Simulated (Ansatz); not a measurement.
A crystal relaxed with r2SCAN in Ansatz has space group Amm2 (No. 38) and a = 3.854 Å, b = 7.715 Å, c = 10.962 Å.

| atom | site | x | y | z |
| --- | --- | --- | --- | --- |
| Xx | 2a | 0.0000 | 0.5000 | 0.4972 |
| Ga | 4e | 0.5000 | 0.2495 | 0.7506 |
| Ga | 2a | 0.0000 | 0.5000 | 0.9987 |
| As | 2b | 0.5000 | 0.5000 | 0.6081 |
| As | 4d | 0.0000 | 0.2285 | 0.8851 |
| As | 2b | 0.5000 | 0.5000 | 0.1244 |

With r2SCAN the gap is 0.46 eV and direct, at Γ. With HSE06 the gap is 0.91 eV and direct, at Γ. Meshes: r2SCAN 6×4×4, HSE06 4×2×2.

Problem. Which element is Xx?
A. B
B. Al
C. Tl
D. In

Solution. A. Xx is B: Ga₃BAs₄ as one 8-atom ordering (Amm2) on the zincblende lattice. Around B lie 4 As at 2.15–2.28 Å; around Ga lie 4 As at 2.37–2.48 Å; around Ga lie 4 As at 2.37–2.44 Å; around As lie 2 B at 2.28 Å and 2 Ga at 2.48 Å; around As lie 1 B at 2.15 Å and 3 Ga at 2.43–2.44 Å; around As lie 4 Ga at 2.37 Å.

Simulation only: spin-unpolarised, and no claim that this is the phase found in nature.

The runs are scalar-relativistic, without spin-orbit coupling.

The meshes of the hybrids are coarse, so their gaps aren't converged to the digits shown.
